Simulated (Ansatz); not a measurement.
CaAu$_{5}$, a database entry at a rescaled volume

```xyz
6
Lattice="0.0000 3.8938 3.8938 3.8938 0.0000 3.8938 3.8938 3.8938 0.0000" Properties=species:S:1:pos:R:3 pbc="T T T"
Au    1.9469    1.9469    1.9469
Ca    0.0000    0.0000    0.0000
Au    4.8673    4.8673    4.8673
Au    4.8673    2.9204    2.9204
Au    2.9204    2.9204    4.8673
Au    2.9204    4.8673    2.9204
```

Method: LDA, no spin polarisation; PAW, plane waves to 420 eV, 8×8×8 Γ-centred mesh, fermi-dirac occupations (width 0.1 eV) (Ansatz 0.2.0), atoms fixed.

Question: Is it stable against the elements?

Answer: -0.39 eV an atom against the elements' usual phases (free molecules for gases, crystals otherwise, with no correction for O₂ or N₂), so it is bound against them; other compounds may still compete. Relaxing would lower it.

Question: What do density and ELF say about some of the short contacts?

Answer: Au–Au at 2.75 Å: least valence density 0.38 e/Å³ and ELF 0.26 there. Ca–Au at 3.23 Å: least valence density 0.10 e/Å³ and ELF 0.05 there. These are pseudo-fields; inside the PAW spheres they differ from the all-electron ones.

Question: What happens at the Fermi level?

Answer: It is a metal, with about 1.8 states/eV a cell as the mean within 0.25 eV of the Fermi level.

Question: What does the stress say?

Answer: The pressure is -6.7 GPa (compression positive), so with the atoms held at these fractions the cell would first shrink.

Question: Where is the largest force?

Answer: The largest is on Au3 (and as large on other atoms): 0.15 eV/Å, components (-0.09, -0.09, -0.09). It makes 35° with the line to a nearest neighbour, Au4 at 2.75 Å, pointing towards it.

Origin: a database entry at a rescaled volume.
